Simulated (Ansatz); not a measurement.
MgPt3:
```
MgPt3
1.0
    3.90949     0.00000     0.00000
    0.00000     3.90949     0.00000
    0.00000     0.00000     3.90949
Mg Pt
1 3
Direct
  0.00000   0.00000   0.00000
  0.50000   0.50000   0.00000
  0.00000   0.50000   0.50000
  0.50000   0.00000   0.50000
```

Relaxed with PBEsol. Special points in fractions of this cell's reciprocal vectors: Γ (0.000, 0.000, 0.000); X (0.000, 0.500, 0.000); M (0.500, 0.500, 0.000); R (0.500, 0.500, 0.500).

Problem. List the band energies nearest the Fermi level at these points for PBEsol (plane waves, PAW; program Ansatz).

Solution. In eV from the Fermi level; about four levels below and three above (degenerate sets whole), none deeper than 8.9 eV; points with the same levels are listed once.

```json
[
 {"k": "Γ", "below": "-2.15 -2.15 -2.15 -0.73 -0.73", "above": "0.30 0.75 0.75 0.75"},
 {"k": "X", "below": "-1.87 -1.87 -1.71 -0.58", "above": "0.75 6.25 6.25"},
 {"k": "M", "below": "-2.32 -2.32 -2.11 -1.53 -1.31", "above": "0.14 2.08 2.08"},
 {"k": "R", "below": "-0.61 -0.61 -0.61 -0.28", "above": "0.30 0.30 0.30"}
]
```

Space group Pm-3m (Cu3Au type). The workflow started from an entry of the Crystallography Open Database (COD); the relaxed space group is not among those it files for this formula. COD files the formula under space group No. 123, so this cell is another polymorph or a model. Whether it is the stable phase at ambient conditions was not checked. The PBEsol relaxation kept the symmetry of its start; of distortions, only those at the zone centre were tested. No spin polarisation was allowed. Spin–orbit coupling is left out wherever it is not named.

Potentials: the later of the program's two PAW sets.
